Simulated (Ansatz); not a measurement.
## Structures of SiS₃: which is lowest?

Plane-wave DFT in Ansatz with scalar-relativistic PAW potentials, cutoff 500 eV, Γ-centred meshes chosen by cell and gap, Gaussian smearing with energies taken to zero width. Every cell was relaxed (cell and atoms) in a run of its own, within the symmetry of its start. Functional: r2SCAN.

Relaxed structures (starts from databases or built by putting these elements on another compound's sites):
A. P6_3/mmc, 8 atoms in the computed cell, a = 6.160 Å, c = 4.769 Å; sites (symmetry × multiplicity) Si -6m2 × 2, S mm2 × 6; start: built
B. Pm-3m, 4 atoms in the computed cell, a = 4.054 Å; sites (symmetry × multiplicity) Si m-3m × 1, S 4/mm.m × 3; start: built

Rank them by energy. Could pressure change the order?

| structure | group | E − E(lowest) (meV/atom) | V (Å³/atom) | gap on mesh (eV) |
| --- | --- | --- | --- | --- |
| A | P6_3/mmc | 0.0 | 19.59 | 0.00 |
| B | Pm-3m | 191 | 16.66 | 0.00 |

A is lowest, 191 meV/atom under B. B is denser by 2.93 Å³/atom, so pressure favours it: ΔE/ΔV, with ΔE in eV and 1 eV/Å³ = 160.2 GPa, gives about 10 GPa for equal enthalpy if both cells were rigid, a rough figure since the two compress differently. Other structures may lie lower than all of these, and vibrations aren't counted.

Spin polarisation was left out, and a magnetic state may lie lower.